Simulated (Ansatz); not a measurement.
Relaxation of a generated cell, KTaO3 built in the ilmenite structure type; 10 atoms in the cell, which starts as R-3, hexagonal axes (No. 148), hR10; a = 5.6882 Å, b = 5.6882 Å, c = 15.7457 Å, α = 90.00°, β = 90.00°, γ = 120.00°. The numbers are results of PBE (plane waves to 420 eV, PAW, scalar-relativistic; Ansatz, a program for electronic structure), not measurements. Γ-centred k-mesh 5×5×5 on the run's cell (coarser than for final values), Fermi–Dirac smearing 0.05 eV. This is the first round of the run. 

The optimiser's lines from the output (shortened; P is positive under compression):

```
relax step   1: F+E_penalty+E_count = -26352.39782402 eV  Δ(F+E_penalty+E_count) = +0.000e0 eV  max|allowed force component| = 4.032e0 eV/Å  Δτ_max = 0.0000 Å  P = -13.067 GPa  Ω = 147.067 Å³  (9 SCF iters, dr2 threshold 1.00e-7 eV, accepted)
relax step   2: F+E_penalty+E_count = -26356.97719657 eV  Δ(F+E_penalty+E_count) = -4.579e0 eV  max|allowed force component| = 1.230e0 eV/Å  Δτ_max = 0.1949 Å  P = -0.045 GPa  Ω = 142.792 Å³  (7 SCF iters, dr2 threshold 1.00e-6 eV, accepted)
relax step   3: F+E_penalty+E_count = -26357.84365665 eV  Δ(F+E_penalty+E_count) = -8.665e-1 eV  max|allowed force component| = 7.385e-1 eV/Å  Δτ_max = 0.0835 Å  P = +4.328 GPa  Ω = 145.275 Å³  (7 SCF iters, dr2 threshold 1.00e-6 eV, accepted)
relax step   4: F+E_penalty+E_count = -26358.16202757 eV  Δ(F+E_penalty+E_count) = -3.184e-1 eV  max|allowed force component| = 3.606e-1 eV/Å  Δτ_max = 0.0598 Å  P = +0.386 GPa  Ω = 150.809 Å³  (7 SCF iters, dr2 threshold 1.00e-6 eV, accepted)
relax step   5: F+E_penalty+E_count = -26358.27643118 eV  Δ(F+E_penalty+E_count) = -1.144e-1 eV  max|allowed force component| = 1.829e-1 eV/Å  Δτ_max = 0.1015 Å  P = +1.402 GPa  Ω = 153.046 Å³  (7 SCF iters, dr2 threshold 1.00e-6 eV, accepted)
relax step   6: F+E_penalty+E_count = -26358.29473080 eV  Δ(F+E_penalty+E_count) = -1.830e-2 eV  max|allowed force component| = 5.013e-2 eV/Å  Δτ_max = 0.0356 Å  P = +0.188 GPa  Ω = 153.820 Å³  (6 SCF iters, dr2 threshold 1.00e-6 eV, accepted)
relax step   7: F+E_penalty+E_count = -26358.29544344 eV  Δ(F+E_penalty+E_count) = -7.126e-4 eV  max|allowed force component| = 1.704e-2 eV/Å  Δτ_max = 0.0115 Å  P = +0.052 GPa  Ω = 154.272 Å³  (6 SCF iters, dr2 threshold 2.77e-7 eV, accepted)
relax step   8: F+E_penalty+E_count = -26358.29580011 eV  Δ(F+E_penalty+E_count) = -3.567e-4 eV  max|allowed force component| = 9.229e-3 eV/Å  Δτ_max = 0.0018 Å  P = +0.043 GPa  Ω = 154.203 Å³  (5 SCF iters, dr2 threshold 4.93e-8 eV, accepted)
relax step   9: F+E_penalty+E_count = -26358.29581848 eV  Δ(F+E_penalty+E_count) = -1.836e-5 eV  max|allowed force component| = 9.023e-4 eV/Å  Δτ_max = 0.0016 Å  P = -0.005 GPa  Ω = 154.244 Å³  (6 SCF iters, dr2 threshold 1.78e-8 eV, accepted)
relax step  10: F+E_penalty+E_count = -26358.37802116 eV  Δ(F+E_penalty+E_count) = -8.220e-2 eV  max|allowed force component| = 6.170e-3 eV/Å  Δτ_max = 0.0000 Å  P = +0.703 GPa  Ω = 154.244 Å³  stress off target by 1.82e0 GPa  SCF on the basis re-selected at this cell (its energy is not comparable with the rows above)  (8 SCF iters)
relax step  11: F+E_penalty+E_count = -26358.35777546 eV  Δ(F+E_penalty+E_count) = +2.025e-2 eV  max|allowed force component| = 3.497e-1 eV/Å  Δτ_max = 0.0424 Å  P = -2.079 GPa  Ω = 157.665 Å³  (6 SCF iters, dr2 threshold 1.00e-6 eV, rejected (line search))
relax step  12: F+E_penalty+E_count = -26358.38783359 eV  Δ(F+E_penalty+E_count) = -9.812e-3 eV  max|allowed force component| = 1.994e-2 eV/Å  Δτ_max = 0.0078 Å  P = +0.329 GPa  Ω = 155.425 Å³  (10 SCF iters, accepted)
relax step  13: F+E_penalty+E_count = -26358.39096141 eV  Δ(F+E_penalty+E_count) = -3.128e-3 eV  max|allowed force component| = 1.054e-2 eV/Å  Δτ_max = 0.0136 Å  P = +0.067 GPa  Ω = 156.901 Å³  (6 SCF iters, dr2 threshold 1.00e-6 eV, accepted)
relax step  14: F+E_penalty+E_count = -26358.39086491 eV  Δ(F+E_penalty+E_count) = +9.650e-5 eV  max|allowed force component| = 3.551e-3 eV/Å  Δτ_max = 0.0028 Å  P = -0.007 GPa  Ω = 156.979 Å³  (6 SCF iters, dr2 threshold 2.39e-8 eV, accepted)
relax step  15: F+E_penalty+E_count = -26358.39709573 eV  Δ(F+E_penalty+E_count) = -6.231e-3 eV  max|allowed force component| = 3.544e-3 eV/Å  Δτ_max = 0.0000 Å  P = +0.016 GPa  Ω = 156.979 Å³  stress off target by 8.91e-2 GPa  SCF on the basis re-selected at this cell (its energy is not comparable with the rows above)  (7 SCF iters)
relax step  16: F+E_penalty+E_count = -26358.39692156 eV  Δ(F+E_penalty+E_count) = +1.742e-4 eV  max|allowed force component| = 5.181e-4 eV/Å  Δτ_max = 0.0017 Å  P = -0.000 GPa  Ω = 157.119 Å³  (5 SCF iters, dr2 threshold 1.98e-8 eV, accepted)
relax step  17: F+E_penalty+E_count = -26358.39716591 eV  Δ(F+E_penalty+E_count) = -2.443e-4 eV  max|allowed force component| = 5.294e-4 eV/Å  Δτ_max = 0.0000 Å  P = +0.000 GPa  Ω = 157.119 Å³  stress off target by 6.69e-3 GPa  SCF on the basis re-selected at this cell (its energy is not comparable with the rows above)  (6 SCF iters)
```

From the first to the last row the energy changes by -0.60 eV/atom and the volume by +6.8 %. The last row is marked as not comparable with the walk above it, whose basis was carried along; it does compare with step 1, since both stand on a basis selected at the nominal cutoff for their own cell.

Energy and pressure jump between steps 9 and 10 at one geometry, where the plane-wave basis was selected anew. While the cell walks, the set of plane waves is carried along, so its effective cutoff drifts with the strain; re-selecting it at 420 eV moved the energy by -0.008 eV/atom and the pressure by 0.7 GPa. Only step 1 and rows on a re-selected basis compare with each other.

Step 11 was rejected by the optimiser.

Later rounds, restarted from the end of this one on a renewed k-mesh, logged 2 more steps and released under 1 meV/atom more. The final structure after all rounds: R-3, hexagonal axes (No. 148), hR10, AFLOW prototype AB3C_hR10_148_c_f_c (as in TiFeO3); a = b = 5.4852 Å, c = 18.0899 Å, α = β = 90.00°, γ = 120.00°. Between re-selections the logged energies stand on a plane-wave basis carried along with the cell. No spin polarisation in the result.

The run could not lose the symmetry of its start: the end is stationary, and may be a saddle point rather than a minimum.

The relaxed structure here is a generated cell of KTaO3: the first start was made by placing the elements on the sites of a structure type, and the end was not matched to a known phase here, so it may be hypothetical. Known forms of KTaO3 include space group No. 221.
